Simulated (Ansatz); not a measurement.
# One input, then a changed one: SrTl

First run: DFT, LDA, all-electron PAW with datasets made for the crystal, scalar-relativistic (Ansatz 0.2.0).

Command: `ansatz run input.yaml --threads 1 --pin off --max-ram 2048MiB --backend cpu --events-out ev --progress --plain --runs-dir out` It took 4.5 s on 1 thread of AMD EPYC 7B13 (Zen 3), on a shared host, peak memory 0.46 GiB.

```yaml
crystal:
  lattice:
    - [4.06285299, 0.0, 0.0]
    - [0.0, 4.06285299, 0.0]
    - [0.0, 0.0, 4.06285299]
  atoms:
    - { symbol: Sr, position: [0.0, 0.0, 0.0] }
    - { symbol: Tl, position: [0.5, 0.5, 0.5] }
kpoints:
  mp_grid: { grid: [9, 9, 9] }
scf:
  occupations: { method: fermi_dirac, width: 0.05 }
hamiltonian:
  xc: lda
  pseudopotentials: { kind: all_electron, datasets: crystal }
output:
  forces: true
  stress: true
  eigenvalues: true
  efg: { contact_densities: true }
```

The base volume is that of a database entry, so it needn't be at zero pressure; the structure needn't be the stable phase, at rest or compressed.

This run: the series' base cell.

It converges in 9 SCF iterations at a pressure of -2.29 GPa.

The input is then changed:

```diff
 scf:
-  occupations: { method: fermi_dirac, width: 0.05 }
+  occupations: { method: tetrahedron }
+  mixing: { algorithm: anderson, beta: 0.3 }
 hamiltonian:
```

What does the second run give?

It converges in 12 SCF iterations, free energy +4.3 meV/atom against the first run's. More than one line changes, and not each need have an effect.
